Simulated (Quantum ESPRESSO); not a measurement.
Kohn-Sham bands of CaAlSiH (P3m1)

```
CELL_PARAMETERS angstrom
      4.14328     0.00000     0.00000
     -2.07164     3.58819     0.00000
      0.00000     0.00000     4.69823
ATOMIC_POSITIONS crystal
  Ca 0.00000 0.00000 0.99992
  Al 0.66667 0.33333 0.45711
  Si 0.33333 0.66667 0.56589
  H  0.66667 0.33333 0.08378
```

Cell from Materials Project (mp-568177), symmetrised, no further relaxation. Not found in the COD (Crystallography Open Database) copy used; not checked further. Computed values, not measurements, from PBEsol: Quantum ESPRESSO (norm-conserving PseudoDojo potentials, cutoff 58 Ry, no spin polarisation, no spin-orbit coupling) on a Γ-centred 6×6×6 mesh, then Wannier90. Density: 12×12×8 mesh, cold smearing 0.01 Ry. The gap is small at this level and was sampled on the meshes and a path alone.

### Question
List the Kohn-Sham levels between −8 and 3.3 eV relative to the valence-band maximum at the high-symmetry points, as a band run of pw.x on that density gives them (levels within 2 meV counted together).

### Answer
```tsv
point	k (reciprocal lattice)	levels (eV)
Γ	0.000 0.000 0.000	-4.56, -1.95, -0.93 (×2), 1.46, 2.53 (×2)
M	0.500 0.000 0.000	-7.95, -6.77, -3.28, -1.91, -0.92, 0.29, 1.89, 2.26, 2.49
K	0.333 0.333 0.000	-7.42, -6.86, -4.18, -2.65, -0.82, 0.71, 2.24, 3.11
A	0.000 0.000 0.500	-6.56, -0.47 (×2), 0.00, 1.37 (×2), 2.18 (×2), 2.21, 3.14
L	0.500 0.000 0.500	-7.77, -6.03, -4.75, -2.17, -2.09, 0.99, 2.60
H	0.333 0.333 0.500	-7.32, -6.25, -4.54, -3.57, -1.91, 1.30
```
